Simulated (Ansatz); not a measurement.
Input for Ansatz (plane-wave DFT, PAW):

```yaml
crystal:
  lattice:
    - [6.0817981078, 0.0, 0.0]
    - [-3.0408990539, 5.2669916621, 0.0]
    - [0.0, 0.0, 4.8991874574]
  atoms:
    - { symbol: Ti, position: [0.164360147, 0.328720294, 0.75] }
    - { symbol: Ti, position: [0.671279706, 0.835639853, 0.75] }
    - { symbol: Ti, position: [0.164360147, 0.835639853, 0.75] }
    - { symbol: Ti, position: [0.835639853, 0.671279706, 0.25] }
    - { symbol: Ti, position: [0.328720294, 0.164360147, 0.25] }
    - { symbol: Ti, position: [0.835639853, 0.164360147, 0.25] }
    - { symbol: Sn, position: [0.6666666667, 0.3333333333, 0.75] }
    - { symbol: Sn, position: [0.3333333333, 0.6666666667, 0.25] }
basis:
  ecutwfc: 500
kpoints:
  mp_grid: { grid: [6, 6, 8] }
hamiltonian:
  xc: r2scan
scf:
  occupations: { method: gaussian, width: 0.1 }
output:
  forces: true
  stress: true
  eigenvalues: true
relax:
  adjacent_minimum: "off"
  f_tol: 0.01
  max_steps: 30
  cell: { stress_tol: 0.1, fix: [volume] }
```

Run as
```bash
ansatz run input.yaml --threads 2 --pin off --max-ram 5120MiB --backend cpu --events-out ev --progress --plain --runs-dir out
```

All numbers below come from DFT r2SCAN, scalar-relativistic, plane waves, PAW in Ansatz.

Abridged output (iterations and final results):

```
SCF iter   1: F=—  HF=-27105.613520 eV  |F-HF|=—  |Δ(HF+E_count)|=         —  Δρ=1.49e-2  dr2=3.92e-1  dr2_τ=5.62e-2  ethr=1.77e-3  ⟨swp⟩=7.5  Hψ=8664  notcnv=0
SCF iter   2: F=—  HF=-27105.678260 eV  |F-HF|=—  |Δ(HF+E_count)|=   6.47e-2  Δρ=4.57e-3  dr2=3.56e-2  dr2_τ=3.73e-3  ethr=3.92e-4  ⟨swp⟩=2.8  Hψ=4372  notcnv=0  defer=66
SCF iter   3: F=—  HF=-27105.679180 eV  |F-HF|=—  |Δ(HF+E_count)|=   9.20e-4  Δρ=2.14e-3  dr2=5.29e-3  dr2_τ=5.26e-4  ethr=3.56e-5  ⟨swp⟩=2.0  Hψ=2532  notcnv=0  defer=66
SCF iter   4: F=—  HF=-27105.682119 eV  |F-HF|=—  |Δ(HF+E_count)|=   2.94e-3  Δρ=3.88e-4  dr2=1.98e-4  dr2_τ=6.44e-6  ethr=5.29e-6  ⟨swp⟩=2.9  Hψ=3770  notcnv=0  defer=66
SCF iter   5: F=—  HF=-27105.682236 eV  |F-HF|=—  |Δ(HF+E_count)|=   1.18e-4  Δρ=6.94e-5  dr2=7.91e-6  dr2_τ=4.22e-7  ethr=1.98e-7  ⟨swp⟩=2.0  Hψ=2612  notcnv=0  defer=66
SCF iter   6: F=—  HF=-27105.682207 eV  |F-HF|=—  |Δ(HF+E_count)|=   2.89e-5  Δρ=1.65e-5  dr2=4.34e-7  dr2_τ=1.50e-8  ethr=7.91e-9  ⟨swp⟩=2.0  Hψ=2697  notcnv=0  defer=66
SCF iter   7: F=-27105.682207 eV  HF=-27105.682207 eV  |F-HF|=3.40e-8  |Δ(HF+E_count)|=   1.72e-7  Δρ=5.24e-6  dr2=6.36e-8  dr2_τ=1.25e-9  ethr=1.00e-10  ⟨swp⟩=12.2  Hψ=8954  notcnv=0
SCF 1 converged in 7 iterations: F = -27105.682207 eV  dr2 = 6.36e-8
relax step   1: F+E_penalty+E_count = -27105.68220728 eV  Δ(F+E_penalty+E_count) = +0.000e0 eV  max|allowed force component| = 2.046e-2 eV/Å  Δτ_max = 0.0000 Å  P = -9.778 GPa  Ω = 156.935 Å³  fix = [volume]  reactions: volume -9.778 GPa (7 SCF iters, dr2 threshold 1.00e-7 eV, accepted)
Initial density: handed on by an earlier stage of this run
Initial wavefunctions: those handed on with the density
SCF iter   1: F=—  HF=-27105.678723 eV  |F-HF|=—  |Δ(HF+E_count)|=         —  Δρ=6.94e-4  dr2=1.73e-3  dr2_τ=6.54e-3  ethr=1.77e-6  ⟨swp⟩=1.7  Hψ=7975  notcnv=0
SCF iter   2: F=—  HF=-27105.682544 eV  |F-HF|=—  |Δ(HF+E_count)|=   3.82e-3  Δρ=3.39e-4  dr2=5.98e-4  dr2_τ=7.67e-6  ethr=1.73e-6  ⟨swp⟩=2.0  Hψ=3470  notcnv=0
SCF iter   3: F=—  HF=-27105.682437 eV  |F-HF|=—  |Δ(HF+E_count)|=   1.07e-4  Δρ=1.31e-4  dr2=7.85e-5  dr2_τ=1.20e-6  ethr=5.98e-7  ⟨swp⟩=2.0  Hψ=2576  notcnv=0
SCF iter   4: F=—  HF=-27105.682426 eV  |F-HF|=—  |Δ(HF+E_count)|=   1.06e-5  Δρ=5.33e-5  dr2=6.05e-6  dr2_τ=1.68e-7  ethr=7.85e-8  ⟨swp⟩=2.0  Hψ=2601  notcnv=0
SCF iter   5: F=—  HF=-27105.682386 eV  |F-HF|=—  |Δ(HF+E_count)|=   3.97e-5  Δρ=1.33e-5  dr2=1.64e-7  dr2_τ=2.19e-8  ethr=6.05e-9  ⟨swp⟩=2.0  Hψ=2639  notcnv=0
SCF iter   6: F=—  HF=-27105.682387 eV  |F-HF|=—  |Δ(HF+E_count)|=   8.32e-8  Δρ=5.60e-6  dr2=4.51e-8  dr2_τ=3.84e-9  ethr=2.62e-11  ⟨swp⟩=7.8  Hψ=9124  notcnv=0
SCF iter   7: F=-27105.682387 eV  HF=-27105.682387 eV  |F-HF|=1.94e-9  |Δ(HF+E_count)|=   2.88e-9  Δρ=1.51e-6  dr2=5.27e-9  dr2_τ=9.87e-11  ethr=2.62e-11  ⟨swp⟩=4.9  Hψ=6648  notcnv=0
SCF 2 converged in 7 iterations: F = -27105.682387 eV  dr2 = 5.27e-9
relax step   2: F+E_penalty+E_count = -27105.68238653 eV  Δ(F+E_penalty+E_count) = -1.792e-4 eV  max|allowed force component| = 7.212e-3 eV/Å  Δτ_max = 0.0043 Å  P = -9.761 GPa  Ω = 156.935 Å³  energy of the carried Pulay correction = -3.682e-17 eV  fix = [volume]  reactions: volume -9.761 GPa (7 SCF iters, dr2 threshold 2.62e-8 eV, accepted)
Initial wavefunctions: pseudopotential atomic-orbital guess (no wavefunctions were taken with the density)
SCF iter   1: F=—  HF=-27105.682423 eV  |F-HF|=—  |Δ(HF+E_count)|=         —  Δρ=1.99e-6  dr2=7.04e-9  dr2_τ=1.13e-9  ethr=3.55e-7  ⟨swp⟩=3.8  Hψ=13752  notcnv=0
SCF iter   2: F=—  HF=-27105.682384 eV  |F-HF|=—  |Δ(HF+E_count)|=   3.92e-5  Δρ=1.12e-6  dr2=2.99e-9  dr2_τ=1.49e-10  ethr=7.04e-12  ⟨swp⟩=4.0  Hψ=5191  notcnv=0
SCF iter   3: F=—  HF=-27105.682384 eV  |F-HF|=—  |Δ(HF+E_count)|=  7.28e-12  Δρ=6.59e-7  dr2=1.38e-9  dr2_τ=2.56e-11  ethr=2.99e-12  ⟨swp⟩=2.0  Hψ=2239  notcnv=0
SCF iter   4: F=-27105.682384 eV  HF=-27105.682384 eV  |F-HF|=6.18e-11  |Δ(HF+E_count)|=  9.82e-11  Δρ=2.42e-7  dr2=9.19e-11  dr2_τ=6.75e-12  ethr=1.00e-12  ⟨swp⟩=5.9  Hψ=7992  notcnv=0
SCF 3 converged in 4 iterations: F = -27105.682384 eV  dr2 = 9.19e-11
SCF converged after 4 iterations
Free energy (F): -27105.682384 eV
Harris-Foulkes:  -27105.682384 eV  (|F-HF|=6.18e-11)
Internal energy: -27105.634107 eV  (E = F + TS)
E sigma→0 (E₀):  -27105.658245 eV
Entropy (-TS):   -0.048278 eV (-6.035 meV/atom)
Fermi energy:    12.735274 eV
--- Per-component energies (eV) ---
  E_band       = -1206.470352
  E_kinetic    = 1998.331253
  E_local      = -6479.641430  (includes V_loc(G=0)·N_el)
  E_nonlocal   = -16.425843
  E_hartree    = 3021.390263
  E_xc         = -1301.329032
  E_vxc        = -999.096208  (∫ρ·V_xc dr)
  E_paw        = -14666.568454  (= ΣΔE_a)
  E_vpaw       = -1820.420307  (= ΣTr[D̂ρ^β])
  E_aug_tail   = 0.000560  (compensation charges beyond the density's cutoff)
  E_vtau       = 68.001907  (kinetic-family band-sum trace: ∫τ·v_τ [+ j·A + Jᵃ·Aᵃ] dr)
  E_ewald      = -9661.341320
  E_core_change = -0.050103  (= ΣΔE_core)
  E_smearing   = -0.048278  (= −TS)
--- Forces (eV/Å), atoms counted from 1 ---
  atom   1  Ti     0.00000000     0.00722398     0.00000000
  atom   2  Ti    -0.00625615    -0.00361199     0.00000000
  atom   3  Ti     0.00625615    -0.00361199     0.00000000
  atom   4  Ti     0.00000000    -0.00722398     0.00000000
  atom   5  Ti     0.00625615     0.00361199     0.00000000
  atom   6  Ti    -0.00625615     0.00361199     0.00000000
  atom   7  Sn     0.00000000     0.00000000     0.00000000
  atom   8  Sn     0.00000000     0.00000000     0.00000000
--- Stress (GPa, compression-positive) ---
       -9.744672       0.000000       0.000000
        0.000000      -9.744672       0.000000
        0.000000       0.000000      -9.795014
  P = ⅓ Tr σ = -9.7615 GPa (-97.615 kbar)
--- Band table (eV; the first three rows and the last of 35) ---
  k-point 0: bands = ["-46.7218", "-46.6693", "-46.6693", "-46.6628", "-46.6406", "-46.6406", "-22.0804", "-22.0173", "-22.0097", "-22.0097", "-21.9677", "-21.9677", "-21.9512", "-21.9512", "-21.9328", "-21.9001", "-21.7850", "-21.7843", "-21.7843", "-21.7319", "-21.6756", "-21.6756", "-21.6639", "-21.6639", "-9.0010", "-9.0010", "-8.9955", "-8.9955", "-8.9913", "-8.9872", "-8.9872", "-8.9838", "-8.9695", "-8.9695", "3.0355", "5.2180", "9.4227", "9.4227", "9.7265", "9.9069", "9.9069", "10.1657", "10.7516", "11.4737", "11.4737", "11.5587", "11.5821", "11.8378", "11.8378", "12.0553", "13.1328", "13.1328", "13.1702", "13.1954", "13.1954", "14.4238", "14.4238", "14.5110", "14.6044", "14.6044"]
  k-point 1: bands = ["-46.7196", "-46.6682", "-46.6682", "-46.6650", "-46.6417", "-46.6417", "-22.0731", "-22.0293", "-22.0293", "-22.0167", "-21.9790", "-21.9790", "-21.9303", "-21.9233", "-21.9233", "-21.8957", "-21.7894", "-21.7805", "-21.7805", "-21.7429", "-21.6755", "-21.6755", "-21.6646", "-21.6646", "-9.0010", "-9.0010", "-8.9972", "-8.9972", "-8.9907", "-8.9854", "-8.9854", "-8.9837", "-8.9702", "-8.9702", "3.1289", "5.1725", "9.4815", "9.4815", "9.5480", "9.9028", "10.0163", "10.0163", "10.6862", "11.5194", "11.5194", "11.6862", "11.6862", "11.7737", "11.7890", "12.0573", "13.0791", "13.0791", "13.1640", "13.1640", "13.2444", "14.4243", "14.4385", "14.4385", "14.4942", "14.4942"]
  k-point 2: bands = ["-46.7132", "-46.6714", "-46.6651", "-46.6651", "-46.6448", "-46.6448", "-22.0543", "-22.0523", "-22.0523", "-22.0155", "-22.0054", "-22.0054", "-21.9212", "-21.8834", "-21.8770", "-21.8770", "-21.8020", "-21.7757", "-21.7757", "-21.7735", "-21.6751", "-21.6751", "-21.6664", "-21.6664", "-9.0010", "-9.0010", "-8.9996", "-8.9996", "-8.9890", "-8.9836", "-8.9822", "-8.9822", "-8.9720", "-8.9720", "3.3974", "5.0153", "9.1260", "9.4239", "9.6578", "9.6578", "10.3330", "10.3330", "10.8067", "11.3007", "11.3007", "11.6328", "11.6328", "12.0146", "12.0397", "12.1571", "12.9437", "12.9437", "12.9867", "12.9867", "13.4624", "14.2463", "14.3478", "14.3478", "14.3923", "14.3923"]
  k-point 34: bands = ["-46.6771", "-46.6771", "-46.6703", "-46.6703", "-46.6550", "-46.6550", "-22.0452", "-22.0452", "-22.0155", "-22.0155", "-21.9559", "-21.9559", "-21.8954", "-21.8954", "-21.8118", "-21.8118", "-21.8011", "-21.8011", "-21.7884", "-21.7884", "-21.7818", "-21.7818", "-21.6888", "-21.6888", "-8.9949", "-8.9949", "-8.9927", "-8.9927", "-8.9826", "-8.9826", "-8.9795", "-8.9795", "-8.9783", "-8.9783", "4.7591", "4.7591", "7.9635", "7.9635", "8.9158", "8.9158", "10.8245", "10.8245", "10.8482", "10.8482", "11.9962", "11.9962", "12.1695", "12.1695", "12.4175", "12.4175", "13.0199", "13.0199", "13.2519", "13.2519", "13.3342", "13.3342", "14.2026", "14.2026", "14.2151", "14.2151"] ...
--- Relaxed structure (2 steps of the walk, 2 accepted, 1 SCFs on fresh bases) ---
  F+E_penalty+E_count = -27105.68238417 eV   max|allowed force component| = 7.224e-3 eV/Å   (the final SCF, on the basis selected at the relaxed cell)
  cell:  # Å, volume = 156.9346 Å³
    - [6.08251488, 0.0, 0.0]
    - [-3.04125744, 5.26761240, 0.0]
    - [0.0, 0.0, 4.89803286]
  atoms:
    - { symbol: Ti, position: [0.16395446, 0.32790893, 0.75] }
    - { symbol: Ti, position: [0.67209106, 0.83604553, 0.75] }
    - { symbol: Ti, position: [0.16395446, 0.83604553, 0.75] }
    - { symbol: Ti, position: [0.83604553, 0.67209106, 0.24999999] }
    - { symbol: Ti, position: [0.32790893, 0.16395446, 0.24999999] }
    - { symbol: Ti, position: [0.83604553, 0.16395446, 0.24999999] }
    - { symbol: Sn, position: [0.66666666, 0.33333333, 0.75] }
    - { symbol: Sn, position: [0.33333333, 0.66666666, 0.24999999] }
```

The relaxation met its thresholds.

The run took 47 s on 2 threads of Oxide Virtual Turin-like Processor (Zen 5), with other jobs on the host, peak memory 0.98 GiB.